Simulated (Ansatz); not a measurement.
Polymorphs of In2O3, each relaxed with r²SCAN in the plane-wave PAW code Ansatz:

A: bixbyite (Ia-3), a = b = c = 10.158 Å, α = β = γ = 90.00°

B: corundum (R-3c)
a = 5.5077 Å, b = 5.5077 Å, c = 14.5624 Å, α = 90.00°, β = 90.00°, γ = 120.00°

```tsv
atom	site	symmetry	x	y	z
In	12c	3.	0.0000	0.0000	0.1430
O	18e	.2	0.2966	0.2966	0.7500
```

C: La2O3 or Ni2Al3 type (P-3m1)
a = b = 3.4204 Å, c = 6.0943 Å, α = β = 90.00°, γ = 120.00°

```json
[
 {"atom": "In", "site": "2d", "symmetry": "3m.", "x": "0.3333", "y": "0.6667", "z": "0.2372"},
 {"atom": "O", "site": "1a", "symmetry": "-3m.", "x": "0.0000", "y": "0.0000", "z": "0.0000"},
 {"atom": "O", "site": "2d", "symmetry": "3m.", "x": "0.6667", "y": "0.3333", "z": "0.3458"}
]
```

### Question
Put the candidates in order of energy per atom at 0 K, lowest first, for r²SCAN.

### Answer
A (+0 meV/atom), B (+21 meV/atom), C (+170 meV/atom)

### Question
Give each one's gap.

### Answer
A 1.65 eV; B 1.80 eV; C 1.30 eV.

Constructed cells (a structure type filled with these elements, in neither database checked): C. Not the usual ambient phase: B; C. Unstable at this level: C. All cells were relaxed under the symmetry of their starts (and spin orders); stability against distortions was not tested throughout. Scalar-relativistic: spin–orbit coupling is off unless named, which matters more the heavier the elements.

Energies hold the estimated change up to a 700 eV cutoff; steps of a few meV lie near the error of the meshes.

Potentials: the later of the program's two PAW sets.
